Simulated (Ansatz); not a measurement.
KI (rock salt, space group No. 225), plane-wave PAW PBE (Ansatz code). The conduction-band minimum lies at Γ, with 1 equivalent valley. Second derivatives d²E/dk² of the lowest band at one valley (eV·Å²), along Cartesian directions:

| direction | d²E/dk² |
|---|---|
| [100] | 22.46 |
| [010] | 22.46 |
| [001] | 22.46 |
| [110] | 22.47 |
| [101] | 22.47 |
| [011] | 22.47 |

Task: Find the principal effective masses, the density-of-states mass and the conductivity mass.

Result: Off-diagonal terms follow from H_xy = H[110] − (H_xx + H_yy)/2, and m*/mₑ = 7.620 eV·Å² over each eigenvalue: 0.34, 0.34, 0.34. One valley's DOS mass (m₁m₂m₃)^(1/3) = 0.34, conductivity mass 3/(Σ 1/mᵢ) = 0.34 mₑ.

Task: What effective density of states Nc follows at 300 K for parabolic valleys?

Result: Nc = 2.509e19 × 1 × (0.34)^(3/2) ≈ 5.0e18 cm⁻³.

Task: With the computed static dielectric constant 5.88 (mean of the diagonal), estimate a hydrogenic donor's binding energy and radius.

Result: E = 13.606 eV × 0.34/5.88² ≈ 130 meV; a = 0.529 Å × ε/m* ≈ 9.1 Å. Semilocal masses tend to be too small where the gap is.

Task: With ε∞ = 2.80 and ω_LO = 127 cm⁻¹, what Fröhlich coupling constant follows?

Result: α = (1/ε∞ − 1/ε0) √(m* × 13.606 eV/ħω_LO) = 3.2.

Space group Fm-3m (rock salt). The cell was relaxed with PBE under the symmetry of its start; phonons on a q-mesh show no instability. Scalar-relativistic: spin–orbit coupling is off unless named, which matters more the heavier the elements.

Potentials: the later of the program's two PAW sets.
